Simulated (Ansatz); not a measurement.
AlGa₃As₄:
```
CELL_PARAMETERS angstrom
      4.06253     0.00000     0.00000
      0.00000     4.06253     0.00000
      0.00000     0.00000    11.46621
ATOMIC_POSITIONS crystal
  Ga 0.00000 0.00000 0.74973
  As 0.50000 0.00000 0.87489
  Ga 0.50000 0.50000 0.00000
  As 0.00000 0.50000 0.12511
  Ga 0.00000 0.00000 0.25027
  As 0.50000 0.00000 0.37595
  Al 0.50000 0.50000 0.50000
  As 0.00000 0.50000 0.62405
```

Relaxed with PBE. Special points in fractions of this cell's reciprocal vectors: Γ (0.000, 0.000, 0.000); X (0.000, 0.500, 0.000); M (0.500, 0.500, 0.000); Z (0.000, 0.000, 0.500); R (0.000, 0.500, 0.500); A (0.500, 0.500, 0.500).

**Question.** List the band energies nearest the valence-band maximum at these points for plane-wave PAW PBE with spin–orbit coupling (Ansatz code).

**Answer.** In eV from the valence-band maximum; about four levels below and three above (degenerate sets whole), none deeper than 8.9 eV; points with the same levels are listed once.

| k | below | above |
|---|---|---|
| Γ | -0.01 -0.01 0.00 0.00 | 0.42 0.42 1.43 1.43 |
| X | -1.02 -1.02 -0.99 -0.99 | 0.82 0.82 1.24 1.24 |
| M | -2.47 -2.47 -2.45 -2.45 | 1.43 1.43 1.44 1.44 |
| Z | -0.67 -0.67 -0.52 -0.52 | 1.36 1.36 1.57 1.57 |
| R | -1.11 -1.11 -1.10 -1.10 | 1.88 1.88 1.95 1.95 |
| A | -2.82 -2.82 -2.81 -2.81 | 2.33 2.33 2.36 2.36 |

Space group P-4m2. The start of the workflow was typed in or built on a structure type; neither database checked (COD, Materials Project) lists it. Its standing as an ambient phase is unchecked. The cell was relaxed with PBE under the symmetry of its start; its stability against distortions is not shown here.

Potentials: the earlier of the program's two PAW sets.
